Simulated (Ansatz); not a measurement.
SiSSe (Janus 1T monolayer), relaxed with r2SCAN. The sheet's in-plane cell has a = 3.392 Å, b = 3.392 Å (γ = 120.0°), and its outermost atoms lie 2.73 Å apart along the normal. Around Si lie 3 S at 2.35 Å and 3 Se at 2.43 Å; around S lie 3 Si at 2.35 Å; around Se lie 3 Si at 2.43 Å.

```xyz
3
Lattice="3.3924 0.0000 0.0000 -1.6962 2.9379 0.0000 0.0000 0.0000 29.1717" Properties=species:S:1:pos:R:3 pbc="T T F"
Si    0.0000    0.0000    9.0491
S     0.0000    1.9586   10.3404
Se    1.6962    0.9793    7.6105
```
The sheet repeats along a and b alone.

4 runs of the plane-wave code Ansatz on this cell differ in the functional (and in the settings that go with it). Levels are in eV from each run's valence top; v1 is the last filled band, c1 the first empty one.

Run A, mean stress 0.0 N/m (compression positive):
```tsv
point	v2	v1	c1	c2
Γ	-0.05	-0.05	3.29	4.52
M	-1.31	-0.75	1.06	4.92
K	-1.44	-1.24	2.82	6.36
```

Run B, mean stress +0.8 N/m (compression positive):
```tsv
point	v2	v1	c1	c2
Γ	-0.06	-0.06	2.74	3.93
M	-1.28	-0.72	0.73	4.44
K	-1.40	-1.20	2.46	5.83
```

Run C, mean stress -0.8 N/m (compression positive):
```tsv
point	v2	v1	c1	c2
Γ	-0.05	-0.05	3.67	4.89
M	-1.44	-0.79	1.45	5.38
K	-1.60	-1.33	3.32	6.82
```

Run D, mean stress +1.2 N/m (compression positive):
```tsv
point	v2	v1	c1	c2
Γ	-0.05	-0.05	8.83	9.10
M	-1.94	-0.99	7.07	11.45
K	-2.17	-1.71	9.23	12.82
```

Task: Match the runs to PBE, r2SCAN, HSE06, Hartree-Fock.

Result: A is r2SCAN, B is PBE, C is HSE06, D is Hartree-Fock. In order of the gap: PBE 0.73, r2SCAN 1.06, HSE06 1.45, Hartree-Fock 7.07 eV. The stress vanishes for r2SCAN, which relaxed the cell.

Note: simulated data, non-magnetic, for a generated structure that need not be the stable one.

The runs are scalar-relativistic, without spin-orbit coupling.

The stress of a hybrid is loosely converged in these runs.

The meshes of the hybrids are coarse, so their gaps aren't converged to the digits shown.

For some runs the program warns that the potential is rough where the density is thin, which bears on empty states near the vacuum.
